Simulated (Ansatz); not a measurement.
C:
```xyz
4
Lattice="2.4530 0.0000 0.0000 -1.2265 2.1243 0.0000 0.0000 0.0000 6.7666" Properties=species:S:1:pos:R:3 pbc="T T T"
C      0.0000     0.0000     1.6916
C      0.0000     0.0000     5.0749
C      0.0000     1.4162     1.6916
C      1.2265     0.7081     5.0749
```

Relaxed with r²SCAN+D4. Special points in fractions of this cell's reciprocal vectors: Γ (0.000, 0.000, 0.000); M (0.500, 0.000, 0.000); K (0.333, 0.333, 0.000); A (0.000, 0.000, 0.500); L (0.500, 0.000, 0.500); H (0.333, 0.333, 0.500).

Question: List the band energies nearest the Fermi level at these points for DFT-r²SCAN+D4 in the program Ansatz with PAW potentials.

Answer: In eV from the Fermi level; about four levels below and three above (degenerate sets whole), none deeper than 8.9 eV; … stands for higher levels left out; points with the same levels are listed once.

```json
[
 {"k": "Γ", "below": "-3.27 -3.27 -3.25 -3.25", "above": "4.29 8.74 8.74"},
 {"k": "M", "below": "-6.91 -6.86 -2.98 -2.30", "above": "1.57 2.28 7.58"},
 {"k": "K", "below": "-0.67 -0.07 -0.07", "above": "0.68 11.51 11.51"},
 {"k": "A", "below": "-3.26 -3.26 -3.26 -3.26", "above": "7.00 7.00 …"},
 {"k": "L", "below": "-6.89 -6.89 -2.58 -2.58", "above": "1.73 1.73 7.76 7.76"},
 {"k": "H", "below": "-0.04 -0.04 -0.03 -0.03", "above": "10.53 10.53 …"}
]
```

Space group P6_3/mmc (graphite). The r²SCAN+D4 relaxation kept the symmetry of its start; of distortions, only those at the zone centre were tested. The Fermi level of a semimetal is unsure by some 0.05 eV on such meshes.

Potentials: the earlier of the program's two PAW sets.
